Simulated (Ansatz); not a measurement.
Suppose MgGaC4N4 takes space group P-43m (No. 215), with Mg on 1a; Ga on 1b; C on 4e; N on 4e. The guess for MgGaC4N4 was made by a generator: two interpenetrating cyanide-bridged diamond nets.

Method: DFT PBE, scalar-relativistic, plane waves, PAW in Ansatz. Cutoff 420 eV, Γ-centred mesh, Gaussian smearing, no spin polarisation.

Formation energies are uncorrected and refer to the elements' standard structures at the same level (N₂ as a molecule).

**Question.** Predict the relaxed structure.

**Answer.**

Space group P-43m (No. 215). a = 6.044 Å, b = 6.044 Å, c = 6.044 Å, α = 90.00°, β = 90.00°, γ = 90.00°
```json
{"atom": "Mg", "site": "1a", "symmetry": "-43m", "x": "0.0000", "y": "0.0000", "z": "0.0000"}
{"atom": "Ga", "site": "1b", "symmetry": "-43m", "x": "0.5000", "y": "0.5000", "z": "0.5000"}
{"atom": "C", "site": "4e", "symmetry": ".3m", "x": "0.2072", "y": "0.2072", "z": "0.2072"}
{"atom": "N", "site": "4e", "symmetry": ".3m", "x": "0.3198", "y": "0.3198", "z": "0.3198"}
```

Around Mg lie 4 C at 2.17 Å; Ga is surrounded by 4 N at 1.89 Å; C is surrounded by 1 N at 1.18 Å and 1 Mg at 2.17 Å; N has 1 C at 1.18 Å and 1 Ga at 1.89 Å. Another local minimum with the same sites may exist.

**Question.** Where does its energy lie, and is it a metal?

**Answer.** The energy over the elements is +0.37 eV/atom and the gap on the 6×6×6 mesh of the 10-atom cell is 0 eV (a metal). A positive value: parting into the elements would lower its energy.

The last run used Gaussian smearing of 0.10 eV. An odd number of electrons in the primitive cell allows no gap without spin; a larger cell or a magnetic state could open one. The reference form of C is held partly by dispersion forces, which this level lacks. A structure relaxed within its symmetry needn't be a true minimum.
